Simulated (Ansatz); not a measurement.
**Ti3Ni3O — 61Ni nuclear quadrupole resonance**

Cell: a COD entry, ions relaxed with PBE at fixed cell.

Space group Fd-3m:1 (No. 227); a = 11.1800 Å.

```csv
site,Wyckoff,site symmetry,x,y,z
Ti,48f,2.mm,0.1942,0.5000,0.0000
Ni13,32e,.3m,0.8357,0.8357,0.3357
Ni21,16c,.-3m,0.6250,0.6250,0.1250
O,16d,.-3m,0.1250,0.1250,0.6250
```

One atom of each set is listed; the run and its k-mesh use a cell of 28 atoms with edges of 7.91, 7.91, 7.91 Å.

All values are calculated (Ansatz; DFT, PBE, plane waves and PAW, scalar-relativistic, collinear spin, 420 eV cutoff, Γ-centred 5×5×5 k-points, Fermi–Dirac smearing 0.05 eV), not measured. Start moments as typed (μB): 1.5 on each Ni, none on the rest.

61Ni: I = 3/2, Q = 162.0 mb (year-2017 value). Static lattice, zero field.

Problem. Predict the zero-field 61Ni lines of each site.

Solution. For I = 3/2 there is one line, ν = (|C_Q|/2)(1 + η²/3)^½.

```json
{"site": "Ni13", "atoms": "8", "V_zz (10²¹ V/m²)": "0.67", "C_Q (MHz)": "2.61", "η": "0.00", "line frequencies (MHz)": "1.31"}
{"site": "Ni21", "atoms": "4", "V_zz (10²¹ V/m²)": "-0.26", "C_Q (MHz)": "-1.04", "η": "0.00", "line frequencies (MHz)": "0.519"}
```

An axis of threefold or higher order runs through Ni13 and Ni21, so V_zz lies along it and η is zero.

At this cell the PBE pressure is -6 GPa, so with PBE the cell would shrink if it were relaxed. The entry's cell may itself be off. With no gap above 0.1 eV, as in a metal, the gradients converge slowly in k; expect changes of a tenth or more on a denser mesh. Semilocal functionals can leave a metal where correlation in the d or f shell opens a gap in the real compound, and that would change the values at and beside Ni and Ti. With these PAW files V_zz is typically within 2 to 3 % of all-electron values, but misses above 10 % occur on Ni. The start moments die out, and the run ends without spin.

The relaxation (4 steps) took 9.2 min of wall time (18 min of CPU time) and 2.1 GiB at its peak, on 2 threads of Arm Neoverse V2 (aarch64; 32 cores open to the job, memory cap 5.0 GiB, no GPU), a shared host with a load of 0.9 a core.
